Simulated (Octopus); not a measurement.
## Al$_{3}$Sc (Pm-3m, No. 221): Octopus summary

Al₃Sc (Pm-3m, No. 221):
```xyz
4
Lattice="4.0878 0.0000 0.0000 0.0000 4.0878 0.0000 0.0000 0.0000 4.0878" Properties=species:S:1:pos:R:3 pbc="T T T"
Sc     0.0000     0.0000     0.0000
Al     2.0439     0.0000     2.0439
Al     0.0000     2.0439     2.0439
Al     2.0439     2.0439     0.0000
```
The cell is a database entry, not relaxed again.

Computed with Octopus (real-space grid): LDA, grid spacing about 0.16 Å, Γ-centred 8×8×8 k-mesh, Fermi-Dirac smearing of 0.1 eV, no spin polarisation, PseudoDojo 0.4 LDA potentials.

Q: What band gap does LDA give on the standard high-symmetry path?

A: none: the highest band that would be full and the next one overlap by 3.7 eV.
